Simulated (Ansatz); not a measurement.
**Eigenvalues along a path: Co (hcp type)**

```
Co
1.0
     1.85668    0.00000    0.00000
    -0.92834    1.60793    0.00000
     0.00000    0.00000    3.01578
Co
2
Direct
  0.33333 0.66667 0.25000
  0.66667 0.33333 0.75000
```

The base cell comes from a relaxation on PAW files under the same functional.

Level of theory: DFT with LDA, scalar-relativistic, in Ansatz 0.2.0; a Γ-centred 18×18×10 k mesh, Fermi–Dirac smearing of 0.1 eV, spin-polarised from start moments Co1 1.7, Co2 1.7 μB. LAPW: all electrons, basis error target 1 meV/atom.

This run: volume at 0.45 of the series' base cell.

The start moments died away, and the runs ended non-magnetic. The structure type is held throughout; the real material can change phase at far lower pressure.

Path points, in fractions of the reciprocal vectors: Γ (0.000, 0.000, 0.000), M (0.500, 0.000, 0.000), K (0.333, 0.333, 0.000), A (0.000, 0.000, 0.500), L (0.500, 0.000, 0.500), H (0.333, 0.333, 0.500). Levels in eV from the Fermi level; bands 15 to 26, counted from the lowest band of the run. The gap is zero, the pressure 1308 GPa.

```
# k(1/Å) point b15 b16 b17 b18 b19 b20 b21 b22 b23 b24 b25 b26
0.000 Γ -14.13 -13.12 -6.72 -6.63 -6.63 -5.32 -5.32 -3.93 -3.93 0.12 0.12 1.15
0.488 - -13.02 -12.30 -8.06 -5.92 -5.71 -5.51 -5.35 -4.57 -4.48 -3.23 0.44 6.07
0.977 - -12.24 -10.73 -9.31 -8.30 -6.23 -5.80 -4.57 -3.28 -2.88 -2.31 0.90 11.63
1.465 - -13.56 -12.11 -10.96 -6.79 -5.66 -5.43 -5.17 -0.45 0.21 1.14 1.72 15.56
1.954 M -14.17 -13.11 -11.34 -7.16 -5.75 -4.54 -4.32 0.86 1.20 1.45 6.04 11.23
2.236 - -13.71 -13.11 -10.97 -7.27 -5.83 -4.89 -4.52 0.86 1.02 1.02 6.61 11.70
2.518 - -13.15 -12.46 -10.09 -7.46 -6.22 -6.10 -4.42 0.14 0.62 0.71 8.04 12.73
2.800 - -13.25 -10.77 -9.34 -7.73 -7.45 -6.55 -4.09 -0.49 0.29 0.33 9.87 13.79
3.082 K -13.32 -9.25 -9.25 -8.97 -7.09 -7.09 -3.82 -0.27 -0.27 0.18 11.19 14.83
3.646 - -12.63 -10.66 -10.03 -7.86 -7.74 -5.65 -4.77 -1.95 0.43 0.82 6.13 17.62
4.210 - -10.67 -10.24 -10.07 -9.71 -7.01 -6.08 -4.23 -3.82 -1.80 0.05 0.67 13.47
4.774 - -12.66 -12.07 -8.38 -5.90 -5.88 -5.40 -5.34 -5.15 -4.08 -3.26 0.46 6.95
5.338 Γ -14.13 -13.12 -6.72 -6.63 -6.63 -5.32 -5.32 -3.93 -3.93 0.12 0.12 1.15
5.598 - -13.80 -12.97 -6.86 -6.76 -6.76 -5.49 -5.49 -3.57 -3.57 0.13 0.13 0.31
5.859 - -12.90 -12.55 -7.19 -6.96 -6.96 -5.92 -5.92 -2.73 -2.73 -1.72 0.06 0.06
6.119 - -11.99 -11.88 -7.25 -6.99 -6.99 -6.41 -6.41 -4.13 -1.76 -1.76 -0.25 -0.25
6.380 A -11.57 -11.57 -6.80 -6.80 -6.80 -6.80 -6.22 -6.22 -0.87 -0.87 -0.87 -0.87
6.868 - -10.55 -10.55 -8.60 -8.60 -6.06 -6.06 -6.05 -6.05 -1.00 -1.00 0.06 0.06
7.357 - -11.35 -11.35 -9.11 -9.11 -5.30 -5.30 -4.41 -4.41 -0.95 -0.95 1.93 1.93
7.845 - -13.03 -13.03 -10.23 -10.23 -3.61 -3.61 -2.05 -2.05 0.27 0.27 4.04 4.04
8.333 L -13.63 -13.63 -10.79 -10.79 -3.56 -3.56 -0.64 -0.64 1.21 1.21 5.59 5.59
8.615 - -13.31 -13.31 -10.53 -10.53 -4.29 -4.29 -0.96 -0.96 0.76 0.76 6.92 6.92
8.897 - -12.48 -12.48 -9.83 -9.83 -5.72 -5.72 -2.23 -2.23 0.60 0.60 9.56 9.56
9.179 - -11.43 -11.43 -9.45 -9.45 -6.58 -6.58 -3.54 -3.54 0.48 0.48 12.53 12.53
9.461 H -10.58 -10.58 -10.04 -10.04 -6.45 -6.45 -4.07 -4.07 0.36 0.36 14.87 14.87
10.025 - -11.83 -11.83 -8.74 -8.74 -6.55 -6.55 -4.24 -4.24 1.01 1.01 8.77 8.77
10.590 - -11.34 -11.34 -7.77 -7.77 -7.59 -7.59 -4.19 -4.19 0.10 0.10 3.00 3.00
11.154 - -10.23 -10.23 -8.97 -8.97 -6.36 -6.36 -5.64 -5.64 -1.01 -1.01 0.33 0.33
11.718 A -11.57 -11.57 -6.80 -6.80 -6.80 -6.80 -6.22 -6.22 -0.87 -0.87 -0.87 -0.87
```
